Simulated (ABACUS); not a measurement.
Worked example: self-consistent single point of MgZn3O4 (Cm, 8 atoms in the cell; from Materials Project mp-1221958) in ABACUS.

Method: PBEsol, PseudoDojo 0.4 standard norm-conserving PBEsol (tails mended) pseudopotentials (plane waves; ABACUS 3.10.1).

```
CELL_PARAMETERS angstrom
      5.89784    -1.62721     0.00000
      5.89784     1.62721     0.00000
     -2.67117     0.00000     4.93956
ATOMIC_POSITIONS crystal
  Mg 0.25130 0.25130 0.92000
  Zn 0.75060 0.75060 0.41570
  Zn 0.49930 0.49930 0.83020
  Zn 0.99980 0.99980 0.33510
  O  0.06140 0.06140 0.72890
  O  0.55850 0.55850 0.22510
  O  0.80870 0.80870 0.14000
  O  0.30840 0.30840 0.64290
```

Reference input (self-consistent single point, DFT, PBEsol, plane waves, PseudoDojo 0.4 standard norm-conserving PBEsol (tails mended) pseudopotentials): KPT = Gamma 4 4 2 0 0 0; basis_type = pw; dft_functional = PBESOL; ecutwfc = 84 Ry; smearing_method = fixed; potentials = PseudoDojo 0.4 standard norm-conserving PBEsol (tails mended); symmetry = 1; ks_solver = dav_subspace; scf_nmax = 100; scf_thr = 1.0e-09 Ry; mixing_type = pulay. This run's input differs from it in these lines:

```diff
@@ -6,3 +6,3 @@
 dft_functional       PBESOL
-ecutwfc              84.0
+ecutwfc              58.8
 symmetry             1
```

Output (repeated stretches shortened):

```
 SELF-CONSISTENT
 -------------------------------------------
                                 init_chg = atomic

 PW ALGORITHM --------------- ION=   1  ELEC=   1--------------------------------

 Density error is 1.71825748591
                          Error Threshold = 0.01
 E_KohnSham     -1503.1852067014     -20451.8839604471
 E_Fermi        0.5481819669         7.4583982911

 PW ALGORITHM --------------- ION=   1  ELEC=   2--------------------------------

 Density error is 2.48186836172
                          Error Threshold = 0.00182793349565
 E_KohnSham     -1503.5258250329     -20456.5183105985
   [... lines left out ...]

 Density error is 1.09817402926e-09
                          Error Threshold = 7.22588085684e-11
 E_KohnSham     -1504.0126586308     -20463.1420215079
 E_Fermi        0.6229159262         8.4752059706

 PW ALGORITHM --------------- ION=   1  ELEC=  11--------------------------------

 Density error is 2.45889800218e-10
                          Error Threshold = 1.1682702439e-12
 E_KohnSham     -1504.0126586311     -20463.1420215123
 E_KS(sigma->0) -1504.0126586311     -20463.1420215123
 E_entropy(-TS) 0.0000000000         0.0000000000
 E_Fermi        0.6229176867         8.4752299242
 charge density convergence is achieved
 final etot is -20463.142022 eV
 EFERMI = 8.4752299242 eV

 STATE ENERGY(eV) AND OCCUPATIONS    NSPIN == 1
   [... 54 lines left out ...]

 TOTAL-FORCE (eV/Angstrom)
                       Mg1         0.0355729817         0.0000000000         0.0386801201
                       Zn1         0.0227794836         0.0000000000        -0.0052323732
                       Zn2        -0.0141734800         0.0000000000        -0.0152820389
                       Zn3        -0.0334134861         0.0000000000        -0.0056866657
                        O1        -0.1021465375         0.0000000000        -0.0681401716
                        O2         0.0003369864         0.0000000000        -0.0041267590
                        O3         0.0099580591         0.0000000000         0.1397612092
   [... lines left out ...]

 TOTAL-STRESS (KBAR)
      -766.6951895893        -0.0000000000         2.3129071990
         0.0000000000      -767.7768183900        -0.0000000000
         2.3129071990         0.0000000000      -769.0989850338
 TOTAL-PRESSURE: -767.856998 KBAR

 --------------------------------------------
 !FINAL_ETOT_IS -20463.1420215122707305 eV
 --------------------------------------------
```

The run converged in 11 iterations. Against the reference run the free energy rises by 625 meV/atom, the pressure goes from -1.06 to -76.79 GPa, the largest force goes from 0.154 to 0.140 eV/Å and the gap on the mesh hardly changes (1.301 to 1.294 eV).

This run is one point of a test of settings, so its values need not be converged; read them against the reference run alone. The structure comes from a collection of computed structures, made at another level of theory; the collection holds predicted forms beside known ones.

Cost on one core: around 100 core-seconds (rough).

At a cut-down plane-wave cutoff the stress holds a Pulay term: a spurious tension from the incomplete basis, which lowers the pressure; energies, forces and gaps of such rows are unconverged too.

“Tails mended”: in these copies of the files the far tail of each local potential was reset to the Coulomb form.
